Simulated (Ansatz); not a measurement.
BaLiF$_{3}$ (cubic perovskite)

```
BaLiF3
1.0
    3.88768     0.00000     0.00000
    0.00000     3.88768     0.00000
    0.00000     0.00000     3.88768
Ba Li F
1 1 3
Direct
  0.00000   0.00000   0.00000
  0.50000   0.50000   0.50000
  0.00000   0.50000   0.50000
  0.50000   0.00000   0.50000
  0.50000   0.50000   0.00000
```

These are LDA (plane waves to 420 eV, PAW, scalar-relativistic; Ansatz, a first-principles code) values and carry that method's errors. DFPT wavenumbers on a 6×6×6 k mesh, in cm⁻¹; i marks imaginary ones, q is in fractions of the reciprocal vectors of the cell shown, and the three acoustic modes at Γ are left out. The non-analytic (LO-TO) term is not included, so polar modes at Γ have their transverse values. The program warned that its band solver left a few bands short of their tolerance. BaLiF3 was relaxed with its symmetry unable to fall.

Does any mode at Γ, X = (0.5, 0.0, 0.0), M = (0.5, 0.5, 0.0), R = (0.5, 0.5, 0.5) come out imaginary?

No imaginary mode at these points (lowest 78 cm⁻¹ at M = (0.5, 0.5, 0.0)); other wave vectors were not tested.

Predict the phonon wavenumbers at Γ, X = (0.5, 0.0, 0.0), M = (0.5, 0.5, 0.0), R = (0.5, 0.5, 0.5).


| q | wavenumbers (cm⁻¹) |
|---|---|
| Γ | 149 (×3), 202 (×3), 329 (×3), 407 (×3) |
| X = (0.5, 0.0, 0.0) | 79 (×2), 158, 172 (×2), 218 (×2), 227, 275, 316 (×2), 336, 406 (×2), 507 |
| M = (0.5, 0.5, 0.0) | 78, 118 (×2), 131, 214 (×2), 236 (×2), 241, 277, 341, 375, 406, 458 (×2) |
| R = (0.5, 0.5, 0.5) | 109 (×3), 116 (×3), 240 (×2), 285 (×3), 404, 448 (×3) |
